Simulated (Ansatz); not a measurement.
Sn (body-centred tetragonal, I4/mmm) under volume change, plane-wave PAW PBEsol (Ansatz code), shape and atoms relaxed at each volume.

```
V (Å³/atom)  E − E(relaxed) (meV/atom)  P (GPa)
-----------  -------------------------  -------
24.124                            44.4     6.51
24.919                             [?]      [?]
25.715                             4.4     1.82
26.510                             0.0     0.00
27.305                             3.9    -1.53
28.101                             [?]      [?]
28.896                            31.5    -3.89
```

Q: Complete the blanks.

A: 
- 28.101, E − E(relaxed) (meV/atom): 14.8
- 28.101, P (GPa): -2.82
- 24.919, E − E(relaxed) (meV/atom): 18.6
- 24.919, P (GPa): 3.96

Q: What does a third-order Birch–Murnaghan fit give for V₀, B₀ and B′?

A: V₀ = 26.51 Å³/atom, B₀ = 55.3 GPa, B′ = 4.7.

This is a known high-pressure phase of the composition, computed here at zero pressure and temperature. The cell was relaxed with PBEsol under the symmetry of its start. At this level the phase is mechanically unstable. Spin–orbit coupling is left out wherever it is not named.

Potentials: the earlier of the program's two PAW sets. The files were generated under PBE; for other functionals the program regenerates the frozen cores, and for LDA and PBEsol the local potential too.
